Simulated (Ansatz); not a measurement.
# SrLiH₃: a film clamped to a substrate

All numbers below come from DFT PBE, scalar-relativistic, plane waves, PAW (Ansatz). Settings: plane waves to 420 eV, k-mesh 6×6×6 (Γ-centred), Gaussian smearing 0.05 eV. No spin polarisation. Energies are free energies at this smearing, counted from the undisturbed cell; pressure is positive in compression.

The starting cell (as given, not relaxed at this level; it stands at 0.2 GPa, and it needn't be the usual structure):

```xyz
5
Lattice="4.6308 0.0000 0.0000 0.0000 4.6308 0.0000 0.0000 0.0000 4.6308" Properties=species:S:1:pos:R:3 pbc="T T T"
Li    0.0000    0.0000    0.0000
Sr    2.3154    2.3154    2.3154
H     0.0000    2.3154    2.3154
H     2.3154    0.0000    2.3154
H     2.3154    2.3154    0.0000
```

The cell (5 atoms, V0 = 99.30 Å³) is strained by p along both x and y and by q along z, fractional coordinates fixed. τp = (1/V0) ∂E/∂p = (σxx + σyy)(1 + p)(1 + q) and τq = (1/V0) ∂E/∂q = σzz(1 + p)², with tension positive.

```
     p q  ΔE (meV/atom)  τp (GPa)  τq (GPa)
 0.000   0.000           0.00     -0.36     -0.18
-0.025   0.000           5.95     -3.59     -0.52
 0.025   0.000           3.11      2.28      0.13
 0.000  -0.025           2.73     -0.68     -1.63
 0.000   0.025           1.31     -0.03      0.97
```

Problem. Get the second derivatives of the energy density.

Solution. Central differences give A = ∂τp/∂p = 117 GPa (C11 + C22 + 2 C12), C = ∂τq/∂q = 52 GPa (C33) and the cross term B = ∂τq/∂p = 13.0 GPa (C13 + C23); ∂τp/∂q = 13.0 GPa must equal B, and any difference shows higher-order terms. The ions are clamped. In a cubic crystal C11 = C = 52, C12 = B/2 = 6.5 GPa and A should be 2(C11 + C12) = 117 GPa; the bulk modulus is (C11 + 2 C12)/3 = 21.7 GPa.

Problem. A film of this crystal grows with z along the normal on a substrate that imposes p. How does its thickness respond, and what does the misfit cost?

Solution. Count p and q from the stress-free cell. A free surface needs τq = 0, so q = −(B/C) p = -0.25 p. The energy density left is (A − B²/C) p²/2 = M p², with the biaxial modulus M = 57 GPa; a misfit of 1 % costs 0.71 meV/atom, against 0.73 meV/atom if the thickness were held.

At p = -0.050 the energies along q are 37.8 (q = -0.050), 27.9 (q = -0.025), 23.0 (q = 0.000), 22.1 (q = 0.025), 24.5 (q = 0.050) meV/atom.

Problem. Does the linear rule hold at this misfit?

Solution. A parabola through the lowest point and its neighbours has its minimum at q = 0.019, 22.0 meV/atom. With the stress left in the starting cell, τp0 and τq0, linear elasticity gives q = −(τq0 + Bp)/C = 0.016 and E = V0(τp0 p + τq0 q + Ap²/2 + Bpq + Cq²/2)/N = 19.6 meV/atom. The energies differ by more than a tenth, so the quadratic law fails here: the gap holds the anharmonic part, with some error from the wide steps. Cubic terms also shift the vertex of so wide a parabola.